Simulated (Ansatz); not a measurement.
Given:

NbHO₃:
```
NbHO3
1.0
    3.81653     0.00000     0.00000
    0.00000     4.10136     0.00000
    0.00000     0.00000     4.06639
Nb O H
1 3 1
Direct
  0.50000   0.50000   0.43537
  0.50000   0.00000   0.53978
  0.00000   0.50000   0.50407
  0.50000   0.50000   0.99880
  0.50000   0.00000   0.77853
```

This is the r²SCAN-relaxed structure. Cartesian axes are those of the cell as given.

**Question.** All from r²SCAN (plane waves, PAW; program Ansatz), unless another level is named. Predict the electron effective mass.

**Answer.** 0.26, 0.55, 21 mₑ (principal values).

**Question.** Predict the smallest direct gap on the standard path.

**Answer.** 3.02 eV.

**Question.** Give the weight of the valence-edge state by species (Voronoi cells).

**Answer.** O 99 %.

**Question.** And the valence-band maximum?

**Answer.** at R (k = 0.500, 0.500, 0.500).

**Question.** Give the conduction-band minimum.

**Answer.** at Γ.

Space group Pmm2. The start of the workflow was typed in or built on a structure type; neither database checked (COD, Materials Project) lists it. Whether it is the stable phase at ambient conditions was not checked. The cell was relaxed with r²SCAN under the symmetry of its start; whether a distortion lowers the energy is not shown. The workflow began spin-polarised and lost its moments. The cell computed holds one magnetic atom, so no antiferromagnetic order was within reach. Spin–orbit coupling is left out wherever it is not named.

Potentials: the earlier of the program's two PAW sets.
